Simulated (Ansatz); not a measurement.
TiAu:
```
CELL_PARAMETERS angstrom
      3.24152     0.00000     0.00000
      0.00000     3.24152     0.00000
      0.00000     0.00000     3.24152
ATOMIC_POSITIONS crystal
  Au 0.00000 0.00000 0.00000
  Ti 0.50000 0.50000 0.50000
```

Relaxed with r²SCAN. Special points in fractions of this cell's reciprocal vectors: Γ (0.000, 0.000, 0.000); X (0.000, 0.500, 0.000); M (0.500, 0.500, 0.000); R (0.500, 0.500, 0.500).

### Question
List the band energies nearest the Fermi level at these points for the program Ansatz at the r²SCAN level (PAW).

### Answer
In eV from the Fermi level; about four levels below and three above (degenerate sets whole), none deeper than 8.9 eV; points with the same levels are listed once.

```json
[
 {"k": "Γ", "below": "-6.70 -6.70 -4.67 -4.67 -4.67", "above": "0.30 0.30 2.05 2.05 2.05"},
 {"k": "X", "below": "-4.38 -4.12 -2.62 -0.82", "above": "0.28 0.28 1.51"},
 {"k": "M", "below": "-3.62 -2.22 -0.48 -0.48", "above": "0.75 2.03 2.03"},
 {"k": "R", "below": "-3.57 -3.57 -2.04 -2.04 -2.04", "above": "2.30 2.30 2.48"}
]
```

Space group Pm-3m (CsCl type). The workflow started from an entry of the Crystallography Open Database (COD). Its standing as an ambient phase is unchecked. The cell was relaxed with r²SCAN under the symmetry of its start; whether a distortion lowers the energy is not shown. The run is not spin-polarised. Scalar-relativistic: spin–orbit coupling is off unless named, which matters more the heavier the elements.

Potentials: the later of the program's two PAW sets.
